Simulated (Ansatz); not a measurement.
# Calculation log, TiO2 (P4_2/mnm) (phonons)

Computed with LDA, all-electron LAPW in Ansatz 0.2.0, scalar-relativistic; not a measurement.

Cell and atoms were relaxed beforehand by PAW with this functional.

Command line:

```sh
ansatz run input.yaml --threads 2 --pin off --max-ram 6144MiB --backend cpu --events-out ev --progress --plain --runs-dir out
```

input.yaml:

```yaml
crystal:
  lattice:
    - [4.54817142561, 0.0, 0.0]
    - [0.0, 4.54817142561, 0.0]
    - [0.0, 0.0, 2.91711941112]
  atoms:
    - { symbol: Ti, position: [0.0, 0.0, 0.0] }
    - { symbol: Ti, position: [0.5, 0.5, 0.5] }
    - { symbol: O, position: [0.303965694229, 0.303965694229, 0.0] }
    - { symbol: O, position: [0.196034305771, 0.803965694229, 0.5] }
    - { symbol: O, position: [0.696034305771, 0.696034305771, 0.0] }
    - { symbol: O, position: [0.803965694229, 0.196034305771, 0.5] }
kpoints:
  mp_grid: { grid: [4, 4, 6] }
scf:
  occupations: { method: fixed }
hamiltonian:
  xc: lda
  pseudopotentials: { kind: all_electron, lapw: { basis_error: 0.0005 } }
phonons:
  supercell: [1, 1, 1]
```

Output:

```
Warning: RAYON_NUM_THREADS=2 ignored (pool sized by the plan → 2); use --threads N
LAPW: plane waves up to 11.203 Å⁻¹, error target 5.0e-4 eV per atom; small_component_spin mean_spin; O in spheres of 0.873 Å, 8 of its electrons in bands, Dirac shells []; Ti in spheres of 0.998 Å, 20 of its electrons in bands, ...
Engine: ansatz 0.2.0, aarch64-unknown-linux-gnu
Pseudopotentials: kind: all_electron
Pseudopotential: Ti, LAPW, valence charge 20, lapw/all_electron/scalar/gaussian/Ti, Koelling and Harmon's equation, gaussian nucleus
Pseudopotential: O, LAPW, valence charge 8, lapw/all_electron/scalar/gaussian/O, Koelling and Harmon's equation, gaussian nucleus
Functional definition: SPW92
  exchange = slater_x
  correlation = pw_c
davidson cushion auto → on  (no smearing: the cushion is to keep the highest requested band from converging to the state above it; pin scf.eigensolver.cushion to override)
Crystal: 6 atoms, lattice volume = 60.343 Å³
Basis set: ecut = 478.1823047159094 eV, 1431 PW (Γ), exchange–correlation at level 2
Bands: 44, of which v1, the nominal top of the filled ones, is band 36 counted from 1 (35 counted from 0)
Symmetry: 16 space group operations
k-points: 24 of 96
[... 72 lines left out ...]
  E_kinetic    = 54916.221883
  E_xc         = -3076.008746
  E_electrostatic = -106362.108277  (all electrons and nuclei)
  E_smearing   = -0.000000  (= −TS)
  E_closure    = 0.000000  (closes the sum)
  Σ components = -54521.895140   (vs F -54521.895140, Δ=0.00e0)
  Basis errors (estimates in eV, not in F): energy 2.1e-4 per atom: plane waves 1.9e-4 (1.2e-4 summed), levels above the bands 0.0e0, relativity 1.2e-8, radial functions 1.8e-5, core shells 1.3e-13; eigenvalues (radial functions ...
--- Forces (eV/Å), atoms counted from 1 ---
  atom   1  Ti     0.00000000    -0.00000000     0.00000000
  atom   2  Ti     0.00000000     0.00000000     0.00000000
  atom   3  O     -0.00369193    -0.00369193     0.00000000
  atom   4  O      0.00369193    -0.00369193     0.00000000
  atom   5  O      0.00369193     0.00369193     0.00000000
  atom   6  O     -0.00369193     0.00369193     0.00000000
  max |Σ_I F_I| component: 0.00e0 eV/Å
--- Phonons: 3 displaced members + reference (amplitude 0.01 Å, Σ member SCF iterations 29) ---
  symmetry images taken by strict's conditions (phonons.symmetry_images: auto; settled by no image being taken that strict refuses)
  ASR residual: 4.001e-3 → 0.000e0 eV/Å²; symmetrization residual: 1.902e-3 eV/Å²
  largest component of a force at the reference: 3.7e-3 eV/Å
  ASR residual per site (eV/Å²): 4.00e-3 4.00e-3 1.83e-3 1.83e-3 1.83e-3 1.83e-3
  Γ frequencies (cm⁻¹): 0.00 0.00 0.00 97.75 123.48 128.38 128.38 135.55 381.34 381.34 390.66 418.51 464.50 464.50 486.66 486.66 611.36 818.60
  density of states and harmonic sums: on the 14×14×21 q-mesh, interpolated from the force constants of a 1×1×1 supercell (no non-analytic term)
  largest difference from the sums on the solved wave vectors: F 2.55e-1 eV, S 5.13e-4 and C_V 2.58e-4 eV/K
```

The calculation finished and met its thresholds.

**Zone-centre phonons**

Harmonic phonons of a crystal by Kohn-Sham DFT at the given cell, standard atomic masses, acoustic sum rule imposed; negative wavenumbers are unstable modes; optical zone-centre levels upwards with Mulliken labels, activity, and the element with most of the kinetic energy.

```
Point group : 4/mmm
```

| number | phonon wavenumber (cm⁻¹) | label | infrared | raman | lead element |
| --- | --- | --- | --- | --- | --- |
| 1 | 97.8 | B1u | no | no | Ti |
| 2 | 123.5 | A2u | yes | no | O |
| 3 | 128.4 | Eu | yes | no | O |
| 4 | 135.6 | B1g | no | yes | O |
| 5 | 381.3 | Eu | yes | no | O |
| 6 | 390.7 | B1u | no | no | O |
| 7 | 418.5 | A2g | no | no | O |
| 8 | 464.5 | Eg | no | yes | O |
| 9 | 486.7 | Eu | yes | no | O |
| 10 | 611.4 | A1g | no | yes | O |
| 11 | 818.6 | B2g | no | yes | O |

Keep in mind: zone-boundary modes aren't tested; no LO-TO term at the zone centre.

Time and hardware: 3.8 min on 2 threads of Arm Neoverse V2, with other jobs on the host, peak memory 0.78 GiB.
